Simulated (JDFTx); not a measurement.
An input for JDFTx (a modified build) (Pt(100), linear PCM (GLSSA13), water, 1 M KF; bohr, hartree) and the course of its log:

```
lattice \
  5.2689874820 0.0000000000 0.0000000000 \
  0.0000000000 5.2689874820 0.0000000000 \
  0.0000000000 0.0000000000 60.2822633756
coords-type Lattice
ion Pt 0.0000000000 0.0000000000 -0.1236097180 0
ion Pt 0.5000000000 0.5000000000 -0.0618048590 0
ion Pt 0.0000000000 0.0000000000 0.0000000000 0
ion Pt 0.5000000000 0.5000000000 0.0618048590 0
ion Pt 0.0000000000 0.0000000000 0.1236097180 0
ion-species pseudo/pt_pbe_v1.4.upf
elec-cutoff 20 100
elec-ex-corr gga-PBE
coulomb-interaction Slab 001
coulomb-truncation-embed 0 0 0
kpoint-folding 8 8 1
elec-smearing Fermi 0.01
elec-n-bands 53
electronic-scf nIterations 100 energyDiffThreshold 1e-08
fluid LinearPCM
pcm-variant GLSSA13
fluid-solvent H2O
fluid-cation K+ 1
fluid-anion F- 1
fluid-minimize nIterations 400 knormThreshold 1e-11
wavefunction read vac.wfns
elec-initial-eigenvals vac.eigenvals
dump-name f0.$VAR
dump End State Ecomponents EigStats BandEigs Forces ElecDensity IonicPositions Fillings Kpoints Dtot FluidDebug BoundCharge FluidDensity
```

```
[one cycle in 5 is shown, and the last three; fluid-solver lines are left out]
	FillingsUpdate:  mu: -0.198286127  nElectrons: 80.000000
SCF: Cycle:  0   F: -444.746829034097175   dF: +9.387e-07   |Residual|: 6.156e-04   |deigs|: 2.321e-05
	FillingsUpdate:  mu: -0.198060851  nElectrons: 80.000000
SCF: Cycle:  5   F: -444.746834069374529   dF: +1.932e-08   |Residual|: 9.092e-05   |deigs|: 4.868e-05
	FillingsUpdate:  mu: -0.198050568  nElectrons: 80.000000
SCF: Cycle: 10   F: -444.746834182278917   dF: -4.880e-08   |Residual|: 1.778e-05   |deigs|: 2.289e-05
	FillingsUpdate:  mu: -0.198041402  nElectrons: 80.000000
SCF: Cycle: 15   F: -444.746834170501927   dF: -8.509e-09   |Residual|: 2.752e-05   |deigs|: 2.373e-05
	FillingsUpdate:  mu: -0.198043283  nElectrons: 80.000000
SCF: Cycle: 20   F: -444.746834184887121   dF: -3.034e-08   |Residual|: 1.347e-05   |deigs|: 3.169e-05
	FillingsUpdate:  mu: -0.197999856  nElectrons: 80.000000
SCF: Cycle: 25   F: -444.746834157877629   dF: +6.198e-09   |Residual|: 3.839e-05   |deigs|: 5.095e-05
	FillingsUpdate:  mu: -0.198006365  nElectrons: 80.000000
SCF: Cycle: 30   F: -444.746834133888228   dF: +2.423e-08   |Residual|: 4.340e-05   |deigs|: 3.102e-05
	FillingsUpdate:  mu: -0.198017756  nElectrons: 80.000000
SCF: Cycle: 35   F: -444.746834111667397   dF: +7.322e-08   |Residual|: 6.050e-05   |deigs|: 2.412e-05
	FillingsUpdate:  mu: -0.198018018  nElectrons: 80.000000
SCF: Cycle: 40   F: -444.746834179935547   dF: -1.055e-07   |Residual|: 1.938e-05   |deigs|: 3.047e-05
	FillingsUpdate:  mu: -0.198059866  nElectrons: 80.000000
SCF: Cycle: 45   F: -444.746834166443193   dF: -2.576e-08   |Residual|: 2.427e-05   |deigs|: 5.089e-05
	FillingsUpdate:  mu: -0.198031169  nElectrons: 80.000000
SCF: Cycle: 50   F: -444.746834185668774   dF: -8.858e-08   |Residual|: 7.305e-06   |deigs|: 3.036e-05
	FillingsUpdate:  mu: -0.197998675  nElectrons: 80.000000
SCF: Cycle: 55   F: -444.746834117704111   dF: -1.425e-09   |Residual|: 5.107e-05   |deigs|: 4.091e-05
	FillingsUpdate:  mu: -0.198047711  nElectrons: 80.000000
SCF: Cycle: 60   F: -444.746834168312091   dF: -2.783e-08   |Residual|: 2.749e-05   |deigs|: 3.005e-05
	FillingsUpdate:  mu: -0.198056800  nElectrons: 80.000000
SCF: Cycle: 65   F: -444.746834169186570   dF: -1.912e-08   |Residual|: 2.425e-05   |deigs|: 5.113e-05
	FillingsUpdate:  mu: -0.198031769  nElectrons: 80.000000
SCF: Cycle: 70   F: -444.746834184976365   dF: -4.676e-08   |Residual|: 7.803e-06   |deigs|: 2.859e-05
	FillingsUpdate:  mu: -0.198030292  nElectrons: 80.000000
SCF: Cycle: 75   F: -444.746834185850560   dF: -1.212e-07   |Residual|: 1.402e-05   |deigs|: 1.718e-05
	FillingsUpdate:  mu: -0.198028334  nElectrons: 80.000000
SCF: Cycle: 80   F: -444.746834185224543   dF: -3.767e-08   |Residual|: 1.123e-05   |deigs|: 2.993e-05
	FillingsUpdate:  mu: -0.198028116  nElectrons: 80.000000
SCF: Cycle: 85   F: -444.746834184947318   dF: -1.562e-07   |Residual|: 1.339e-05   |deigs|: 2.886e-05
	FillingsUpdate:  mu: -0.198010137  nElectrons: 80.000000
SCF: Cycle: 90   F: -444.746834158908939   dF: +3.894e-09   |Residual|: 3.634e-05   |deigs|: 2.466e-05
	FillingsUpdate:  mu: -0.198017889  nElectrons: 80.000000
SCF: Cycle: 95   F: -444.746834184225179   dF: -6.120e-08   |Residual|: 1.431e-05   |deigs|: 3.338e-05
	FillingsUpdate:  mu: -0.198006462  nElectrons: 80.000000
SCF: Cycle: 97   F: -444.746834136128541   dF: +1.466e-08   |Residual|: 4.728e-05   |deigs|: 2.682e-05
	FillingsUpdate:  mu: -0.198028039  nElectrons: 80.000000
SCF: Cycle: 98   F: -444.746834184654460   dF: -4.853e-08   |Residual|: 1.181e-05   |deigs|: 2.096e-05
	FillingsUpdate:  mu: -0.198040747  nElectrons: 80.000000
SCF: Cycle: 99   F: -444.746834109378653   dF: +7.528e-08   |Residual|: 5.933e-05   |deigs|: 1.298e-05
SCF: None of the convergence criteria satisfied after 100 iterations.
IonicMinimize: Iter:   0  F: -444.746834109378653  |grad|_K:  0.000e+00
IonicMinimize: Converged (|grad|_K<1.000000e-04).
```

This run gave no converged result. The loop ran out of cycles short of its threshold. It has stalled and not diverged: the last ten energies span 8e-08 Ha, so the total is near its end, but levels, forces and charges aren't shown converged.
